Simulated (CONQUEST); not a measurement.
CONQUEST run on In₂GaAs₃ (I-4m2, 12 atoms in the cell; from Materials Project mp-1223859, changed as shown): self-consistent single point.

All values come from this method and carry its errors: CONQUEST 1.3 with LDA (PW92), numerical atomic orbitals double-zeta with polarisation (the shipped basis), PseudoDojo norm-conserving potentials made for LDA.

The change in words: lattice scaled by 0.98. Reference geometry (I-4m2):
```xyz
12
Lattice="4.2804 0.0000 0.0000 0.0000 4.2804 0.0000 0.0000 0.0000 18.1201" Properties=species:S:1:pos:R:3 pbc="T T T"
In     0.0000     0.0000     6.1021
In     2.1402     2.1402     2.9579
In     2.1402     2.1402    15.1622
In     0.0000     0.0000    12.0180
Ga     0.0000     0.0000     0.0000
Ga     2.1402     2.1402     9.0601
As     2.1402     0.0000     4.5300
As     0.0000     2.1402     1.3675
As     0.0000     2.1402     7.6925
As     0.0000     2.1402    13.5901
As     2.1402     0.0000    10.4276
As     2.1402     0.0000    16.7526
```

Reference input (self-consistent single point, DFT, LDA (PW92), numerical atomic orbitals double-zeta with polarisation (the shipped basis), PseudoDojo norm-conserving potentials made for LDA): basis = DZP; Diag.MPMeshX, Y, Z = 6 6 2; potentials = PseudoDojo norm-conserving LDA; Grid.GridCutoff = 140 Ha; DM.SolutionMethod = diagon; Diag.kT = 0.003675 Ha; Diag.GammaCentred = true; minE.SCTolerance = 1.0e-06; SC.MaxIters = 100; SC.LinearMixingFactor = 0.5; SC.KerkerPreCondition = true; SC.KerkerFactor = 0.5 1/bohr. This run's input differs from it in these lines:

```diff
@@ -31,18 +31,18 @@
 # file: input.coords
-     8.088727012      0.000000000      0.000000000
-     0.000000000      8.088727012      0.000000000
-     0.000000000      0.000000000     34.242083043
+     7.926953228      0.000000000      0.000000000
+     0.000000000      7.926953228      0.000000000
+     0.000000000      0.000000000     33.557240626
 12
-    0.000000000     0.000000000    11.531363885  1 T T T
-    4.044363506     4.044363506     5.589677636  1 T T T
-    4.044363506     4.044363506    28.652405407  1 T T T
-    0.000000000     0.000000000    22.710719157  1 T T T
+    0.000000000     0.000000000    11.300736353  1 T T T
+    3.963476614     3.963476614     5.477883960  1 T T T
+    3.963476614     3.963476614    28.079356666  1 T T T
+    0.000000000     0.000000000    22.256504273  1 T T T
     0.000000000     0.000000000     0.000000000  2 T T T
-    4.044363506     4.044363506    17.121041521  2 T T T
-    4.044363506     0.000000000     8.560520761  3 T T T
-    0.000000000     4.044363506     2.584250007  3 T T T
-    0.000000000     4.044363506    14.536791514  3 T T T
-    0.000000000     4.044363506    25.681562282  3 T T T
-    4.044363506     0.000000000    19.705291529  3 T T T
-    4.044363506     0.000000000    31.657833035  3 T T T
+    3.963476614     3.963476614    16.778620313  2 T T T
+    3.963476614     0.000000000     8.389310156  3 T T T
+    0.000000000     3.963476614     2.532564950  3 T T T
+    0.000000000     3.963476614    14.246055363  3 T T T
+    0.000000000     3.963476614    25.167930469  3 T T T
+    3.963476614     0.000000000    19.311185263  3 T T T
+    3.963476614     0.000000000    31.024675676  3 T T T
```

Log, with long lists cut:

```
    new_SC_potl: Starting.  Tolerance:  0.10000E-05

    PulayMixSC: Starting Pulay mixing, A_up =  0.500 A_dn =  0.500
    PulayMixSC: Spin non-polarised calculation.
    PulayMixSC: with Kerker preconditioning, q0 =  0.500
          Harris-Foulkes Energy            :     -1053.609347570102273 Ha
          GroundState Energy (E-(1/2)TS)   :     -1053.609538245677413 Ha
          Free Energy (E-TS)               :     -1053.609728921252781 Ha
          DFT Total Energy                 :     -1053.482012048313891 Ha
          Total number of electrons        :       167.999999999991758
   [... lines left out ...]
          Total number of electrons        :       168.000152638586258
    PulayMixSC: Pulay iteration    18 residual:              0.11022E-05
          Harris-Foulkes Energy            :     -1053.542343717668018 Ha
          GroundState Energy (E-(1/2)TS)   :     -1053.542543848106106 Ha
          Free Energy (E-TS)               :     -1053.542743978544422 Ha
          DFT Total Energy                 :     -1053.542342954958713 Ha
          Total number of electrons        :       168.000157592519287
    PulayMixSC: Pulay iteration    19 residual:              0.72972E-06
    PulayMixSC: Reached SCF tolerance of  0.72972E-06 after     19 iterations
      | Number of electrons      =       168.000158
      |* band energy as 2Tr[K.H] =      -150.110248403476533 Ha
      |  screened ion-ion energy =      -814.095698286880747 Ha
      |  Ha correction           =         2.123170214634543 Ha
      |  XC correction           =       -91.459544822634257 Ha
      | GS Energy as E-(1/2)TS   =     -1053.542543848106106 Ha
      | Free Energy as E-TS      =     -1053.542743978544422 Ha
      |* Harris-Foulkes energy   =     -1053.542343717668018 Ha
      |* DFT total energy        =     -1053.542342954958713 Ha
      |  estimated accuracy      =        -0.000000762709305 Ha

    force: Forces on atoms (Ha/a0)
    force:  Atom   X              Y              Z
   [... lines left out ...]
    force:    12   0.0000000000   0.0000000000   0.0007737746

    force: Maximum force :        0.00098701(Ha/a0) on atom         2 in z direction
    force: Force Residual:        0.00072409 Ha/a0
    force: Total stress:          0.83765112     0.83765112     0.67131423 GPa
    force: Average pressure:     -0.78220549 GPa

    force: Finished force
    get_E_and_F: Change in energy during last step of electronic optimisation: -0.12361E-06
```

The run converged in 19 iterations. CONQUEST prints the stress tensor with tension positive. Against the reference run the free energy goes down by 25.2 meV/atom and the pressure goes from -4.00 to -0.78 GPa.

The program uses no crystal symmetry, so grid and mesh can part values that symmetry would make equal. The atom-centred basis is finite, which shifts total energies and pressures against plane waves. The structure comes from a collection of computed structures, made at another level of theory; the collection holds predicted forms beside known ones. No clean gap shows at this smearing width and mesh (spacing up to 0.25 Å⁻¹); the mesh is coarse for partly filled bands, so the values carry mesh errors. Semi-local functionals can close small gaps.

Cost on one core: very roughly 5 core-minutes.
